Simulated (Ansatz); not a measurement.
## TaTi₃Ge₈: rattling a relaxed structure

The cell was found from a structure generator's guess, not taken from experiment.

Computed with Ansatz 0.2.0, DFT PBE, scalar-relativistic, plane waves, PAW. Settings: cutoff 420 eV, Γ-centred mesh 6×6×8 on the computed 12-atom cell, Gaussian smearing of 0.10 eV; no spin polarisation.

The cell below (12 atoms, space group C222 (No. 21)) is relaxed within its symmetry.

```
CELL_PARAMETERS angstrom
4.33555 -4.42161 0.00000
4.33555 4.42161 0.00000
0.00000 0.00000 5.07148
ATOMIC_POSITIONS crystal
Ti 0.00000 0.00000 0.00000
Ti 0.50000 0.00000 0.25243
Ti 0.00000 0.50000 0.74757
Ta 0.50000 0.50000 0.50000
Ge 0.83252 0.83252 0.50000
Ge 0.33208 0.33208 0.00000
Ge 0.16748 0.16748 0.50000
Ge 0.66792 0.66792 0.00000
Ge 0.66736 0.16387 0.75368
Ge 0.16387 0.66736 0.24632
Ge 0.33264 0.83613 0.75368
Ge 0.83613 0.33264 0.24632
```

For the test it was strained at random (σ = 1.5 % a component), the atoms were moved at random (σ = 0.05 Å), and all was relaxed again on a coarse 4×4×4 mesh (in the run’s order of axes) with 0.20 eV smearing, with no symmetry imposed.

These runs have no spin–orbit coupling, which can matter for Ta.

Problem. Does it come back?

Solution. It returns, within 1 meV/atom of the unmoved cell on that mesh and with the same symmetry when read at 0.1 Å. No instability shows in this cell; modes of other wave vectors, which need another repeat, aren't tested.
